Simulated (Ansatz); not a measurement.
A trial cell of SnO was relaxed with PBEsol (plane waves to 420 eV, PAW, scalar-relativistic; Ansatz, a first-principles code).

Before: C2/c (No. 15), mS8; a = 5.7481 Å, b = 4.2006 Å, c = 6.2942 Å, α = γ = 90.00°, β = 99.54°.

After relaxation:

Simulated powder pattern, Co Kα, λ = 1.79026 Å (kinematic, ideal powder, no thermal factors, no anomalous dispersion; the 24 strongest lines at most, above 1 %, up to 2θ = 90°):

```
2θ (°)  I/Imax (%)
------  ----------
32.49          1.5
33.15           24
36.60          100
46.61           19
58.38           33
61.49           23
68.04           10
69.57          4.9
77.80          9.2
79.82           22
87.93          7.1
```

Identify the relaxed structure from its pattern: crystal system, space group and cell.

Tetragonal, P4₂/mmc (No. 131), tP4; a = b = 3.1999 Å, c = 6.2763 Å, α = β = γ = 90.00°. Sites: Sn 2c (0.000, 0.500, 0.000); O 2f (0.500, 0.500, 0.250).

Index the strongest lines.

33.15° (002), 36.60° (101), 58.38° (112), 61.49° (103), 79.82° (211).

No spin polarisation in the result.

The run could not lose the symmetry of its start: the end is stationary, and may be a saddle point rather than a minimum.

The relaxed structure here is a generated cell of SnO: the first start was made by placing the elements on the sites of a structure type, and the end was not matched to a known phase here, so it may be hypothetical. Known forms of SnO include space group No. 129.
